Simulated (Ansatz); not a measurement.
Data:

Ni₇Ge₄:
```
CELL_PARAMETERS angstrom
     -1.95362     4.95342     3.38948
      1.95362    -4.95342     3.38948
      1.95362     4.95342    -3.38948
ATOMIC_POSITIONS crystal
  Ni 0.61638 0.99393 0.62244
  Ni 0.37149 0.99393 0.37756
  Ni 0.12736 0.00270 0.12466
  Ni 0.87804 0.00270 0.87534
  Ni 0.66550 0.66550 0.00000
  Ni 0.08744 0.33291 0.75452
  Ni 0.57839 0.33291 0.24548
  Ge 0.91654 0.66612 0.25042
  Ge 0.41570 0.66612 0.74958
  Ge 0.31640 0.31640 0.00000
  Ge 0.86101 0.36101 0.50000
```

This is the PBEsol-relaxed structure.

Q: All from PBEsol (plane waves, PAW; program Ansatz), unless another level is named. Give the electronic character.

A: metallic (no gap).

Q: And the formation energy from the elements (no fitted shifts)?

A: -0.34 eV/atom.

Q: What about the density of states at the Fermi level?

A: 0.55 states/eV per atom (mean over ±0.08 eV).

Space group Imm2. The first step of the workflow began from a Materials Project structure, measured or hypothetical; the Crystallography Open Database copy checked does not list it. Whether it is the stable phase at ambient conditions was not checked. The PBEsol relaxation kept the symmetry of its start; its stability against distortions is not shown here. No spin polarisation was allowed. The references are the lowest solids computed at this level, not always the standard phases. Spin–orbit coupling is left out wherever it is not named.

Potentials: the later of the program's two PAW sets.
